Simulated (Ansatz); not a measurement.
**Density of states of CuPd**

```
Cu Pd
1.0
     2.98800    0.00000    0.00000
     0.00000    2.98800    0.00000
     0.00000    0.00000    2.98800
Cu Pd
1 1
Cartesian
  0.0000 0.0000 0.0000
  1.4940 1.4940 1.4940
```

The cell comes from COD entry 9008813, which wasn't checked; take it as a given geometry.

Spin polarisation is left out, and whether a magnetic state lies lower isn't shown here.

Method: Ansatz 0.2.0, DFT, PBEsol, all-electron LAPW, scalar-relativistic.

Settings: a Γ-centred 14×14×14 k mesh, Fermi–Dirac smearing of 0.05 eV, basis error target 0.25 meV/atom, no spin polarisation.

States per eV and cell, averaged over 0.6 eV, from -7.6 to 5.4 eV, with energies (bin centres) from the Fermi level; empty bins are left out. The partial columns, the largest 3 alone, are projections on Löwdin-orthogonalised atomic shells (those that the program's projection atoms carry: the occupied ones and, for some elements, an empty d or f shell; other empty shells have no column), summed over atoms of an element. Weights on diffuse s and p shells depend on that basis and aren't pure angular character.

```json
{"E (eV)": "-7.4", "total": "0.09", "Cu 3d": "0.00", "Pd 4d": "0.00", "Cu 4s": "0.09"}
{"E (eV)": "-6.8", "total": "0.17", "Cu 3d": "0.00", "Pd 4d": "0.00", "Cu 4s": "0.16"}
{"E (eV)": "-6.2", "total": "0.25", "Cu 3d": "0.01", "Pd 4d": "0.02", "Cu 4s": "0.21"}
{"E (eV)": "-5.6", "total": "0.38", "Cu 3d": "0.02", "Pd 4d": "0.06", "Cu 4s": "0.28"}
{"E (eV)": "-5.0", "total": "1.32", "Cu 3d": "0.16", "Pd 4d": "0.63", "Cu 4s": "0.47"}
{"E (eV)": "-4.4", "total": "1.90", "Cu 3d": "0.42", "Pd 4d": "1.17", "Cu 4s": "0.24"}
{"E (eV)": "-3.8", "total": "3.54", "Cu 3d": "1.19", "Pd 4d": "2.18", "Cu 4s": "0.06"}
{"E (eV)": "-3.2", "total": "4.39", "Cu 3d": "1.82", "Pd 4d": "2.50", "Cu 4s": "0.01"}
{"E (eV)": "-2.6", "total": "5.22", "Cu 3d": "2.88", "Pd 4d": "2.07", "Cu 4s": "0.15"}
{"E (eV)": "-2.0", "total": "2.57", "Cu 3d": "1.67", "Pd 4d": "0.68", "Cu 4s": "0.11"}
{"E (eV)": "-1.4", "total": "6.82", "Cu 3d": "4.43", "Pd 4d": "2.27", "Cu 4s": "0.04"}
{"E (eV)": "-0.8", "total": "4.82", "Cu 3d": "2.47", "Pd 4d": "2.17", "Cu 4s": "0.12"}
{"E (eV)": "-0.2", "total": "3.67", "Cu 3d": "1.26", "Pd 4d": "2.18", "Cu 4s": "0.16"}
{"E (eV)": "0.4", "total": "0.46", "Cu 3d": "0.12", "Pd 4d": "0.14", "Cu 4s": "0.13"}
{"E (eV)": "1.0", "total": "0.39", "Cu 3d": "0.05", "Pd 4d": "0.09", "Cu 4s": "0.09"}
{"E (eV)": "1.6", "total": "0.65", "Cu 3d": "0.04", "Pd 4d": "0.12", "Cu 4s": "0.08"}
{"E (eV)": "2.2", "total": "0.60", "Cu 3d": "0.03", "Pd 4d": "0.08", "Cu 4s": "0.06"}
{"E (eV)": "2.8", "total": "0.54", "Cu 3d": "0.02", "Pd 4d": "0.05", "Cu 4s": "0.05"}
{"E (eV)": "3.4", "total": "0.50", "Cu 3d": "0.02", "Pd 4d": "0.04", "Cu 4s": "0.04"}
{"E (eV)": "4.0", "total": "0.44", "Cu 3d": "0.01", "Pd 4d": "0.02", "Cu 4s": "0.03"}
{"E (eV)": "4.6", "total": "0.39", "Cu 3d": "0.01", "Pd 4d": "0.02", "Cu 4s": "0.02"}
{"E (eV)": "5.2", "total": "0.32", "Cu 3d": "0.00", "Pd 4d": "0.01", "Cu 4s": "0.02"}
```

Task: Which of the resolved shells contributes most within 0.3 eV of the Fermi level?

Result: Pd 4d, with 55 % of all states there; Cu 3d follows with 35 %.

Task: Where is the centre of the filled Cu 3d states between -14 eV and the top of the filled states?

Result: -1.99 eV from the Fermi level.
